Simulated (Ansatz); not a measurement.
The calculation used Ansatz, DFT PBE, scalar-relativistic, plane waves, PAW. All cells share a 420 eV cutoff and Γ-centred k meshes spaced at most about 0.3 Å⁻¹ (about 0.25 or finer for metals, 2π included). Collinear spin in cells that started with moments and kept them past the coarse steps, no spin elsewhere.

Each of these unrelaxed guesses is relaxed in cell and atoms within its symmetry. A guess keeps its type if space group and coordination stay and the shape of the cell changes little (axis ratios within about 15 %, angles within 6°); the volume may change.

1. YC2N2

Space group P4/mmm (No. 123). a = 7.758 Å, b = 7.758 Å, c = 3.604 Å, α = 90.00°, β = 90.00°, γ = 90.00°
```json
{"atom": "Y", "site": "1a", "symmetry": "4/mmm", "x": "0.0000", "y": "0.0000", "z": "0.0000"}
{"atom": "Y", "site": "1c", "symmetry": "4/mmm", "x": "0.5000", "y": "0.5000", "z": "0.0000"}
{"atom": "C", "site": "4j", "symmetry": "m.2m", "x": "0.1919", "y": "0.8081", "z": "0.0000"}
{"atom": "N", "site": "4j", "symmetry": "m.2m", "x": "0.2986", "y": "0.7014", "z": "0.0000"}
```

2. AlCrC2N2 (collinear spin from parallel moments)

Space group P-1 (No. 2). a = 4.297 Å, b = 4.698 Å, c = 7.646 Å, α = 100.84°, β = 90.74°, γ = 104.83°
| atom | site | symmetry | x | y | z |
| --- | --- | --- | --- | --- | --- |
| Al | 1a | -1 | 0.0000 | 0.0000 | 0.0000 |
| Cr | 1h | -1 | 0.5000 | 0.5000 | 0.5000 |
| C | 2i | 1 | 0.8153 | 0.8153 | 0.1847 |
| N | 2i | 1 | 0.7000 | 0.7000 | 0.3000 |

3. YAuC2N2

Space group P-1 (No. 2). a = 4.129 Å, b = 4.495 Å, c = 9.053 Å, α = 80.34°, β = 84.76°, γ = 67.19°
```csv
atom,site,symmetry,x,y,z
Y,1a,-1,0.0000,0.0000,0.0000
C,2i,1,0.1993,0.8007,0.8007
Au,1h,-1,0.5000,0.5000,0.5000
N,2i,1,0.3100,0.6900,0.6900
```

4. K3Cd2Os

Space group P4mm (No. 99). a = 4.399 Å, b = 4.399 Å, c = 9.548 Å, α = 90.00°, β = 90.00°, γ = 90.00°
| atom | site | symmetry | x | y | z |
| --- | --- | --- | --- | --- | --- |
| K | 1b | 4mm | 0.5000 | 0.5000 | 0.7272 |
| K | 1b | 4mm | 0.5000 | 0.5000 | 0.4235 |
| K | 1a | 4mm | 0.0000 | 0.0000 | 0.0890 |
| Cd | 2c | 2mm. | 0.0000 | 0.5000 | 0.7833 |
| Os | 1b | 4mm | 0.5000 | 0.5000 | 0.1438 |

5. AlCuC4N4 (collinear spin from parallel moments)

Space group P-43m (No. 215). a = 5.831 Å, b = 5.831 Å, c = 5.831 Å, α = 90.00°, β = 90.00°, γ = 90.00°
| atom | site | symmetry | x | y | z |
| --- | --- | --- | --- | --- | --- |
| Al | 1b | -43m | 0.5000 | 0.5000 | 0.5000 |
| Cu | 1a | -43m | 0.0000 | 0.0000 | 0.0000 |
| C | 4e | .3m | 0.1898 | 0.1898 | 0.1898 |
| N | 4e | .3m | 0.3057 | 0.3057 | 0.3057 |

**Question.** Which guesses survive the relaxation?

**Answer.** Guesses 1 and 5 keep their type.

```csv
guess,kept,start group,end group,V start (Å³/atom),V end,"b/a and c/a, end over start",nearest neighbours start,nearest neighbours end
1,yes,P4/mmm,P4/mmm,21.7,27.2,"1.00, 0.94","C 1, N 1, Y 4","C 1, N 1, Y 4"
2,no,P-1,Immm,24.4,14.0,-,"Al 2, C 1, Cr 2, N 1","Al 2, C 1, Cr 2, N 1"
3,no,P-1,P-1,25.4,15.5,"0.97, 0.78","Au 2, C 1, N 1, Y 2","Au 2, C 1, N 1, Y 10"
4,no,P4mm,P4mm,30.8,48.6,"1.00, 1.00","Cd 2, K 2/4, Os 1","Cd 2, K 1/4/5, Os 4"
5,yes,P-43m,P-43m,19.8,18.6,"1.00, 1.00","Al 4, C 1, Cu 4, N 1","Al 4, C 1, Cu 4, N 1"
```

Neighbours count within 15 % of an atom's shortest distance; end groups are read at 0.02 Å (0.05 Å in metals).

Spin–orbit coupling, which can matter for Au and Os, is left out. In such compounds of Cr a zero gap at this level may well be an artefact, since no Hubbard U is applied. A magnetic state wasn't ruled out in cells without spin, among them YC2N2 P4/mmm. Another magnetic order may lie lower. Cells relaxed within their symmetry can be saddle points; a later kick test found a lower structure for K3Cd2Os P4mm.

In counts of neighbours, a slash parts the counts of unlike sites.
